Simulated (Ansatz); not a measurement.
MoSeS in space group P-6m2 (No. 187; Mo on 1a, Mo on 1d, Se on 2g, S on 2h) under volume change, DFT-r²SCAN+D4 in the program Ansatz with PAW potentials, shape and atoms relaxed at each volume.

```tsv
V (Å³/atom)	E − E(relaxed) (meV/atom)	P (GPa)
17.671	[?]	[?]
18.254	10.4	3.24
18.836	2.2	1.33
19.419	0.0	0.00
20.001	1.7	-0.86
20.584	[?]	[?]
21.167	11.0	-1.52
```

Q: Complete the blanks.

A: 
- 20.584, E − E(relaxed) (meV/atom): 5.8
- 20.584, P (GPa): -1.34
- 17.671, E − E(relaxed) (meV/atom): 26.6
- 17.671, P (GPa): 5.81

Q: What does a third-order Birch–Murnaghan fit give for V₀, B₀ and B′?

A: V₀ = 19.43 Å³/atom, B₀ = 35.0 GPa, B′ = 13.3.

The first step of the workflow began from a Materials Project structure, measured or hypothetical; the Crystallography Open Database copy checked does not list it. With Se and S taken as one species the cell has the higher symmetry P6_3/mmc, so it may be an ordered model of a mixed-site phase. Its standing as an ambient phase is unchecked. The cell was relaxed with r²SCAN+D4 under the symmetry of its start; its stability against distortions is not shown here. The run is not spin-polarised.

Potentials: the later of the program's two PAW sets.
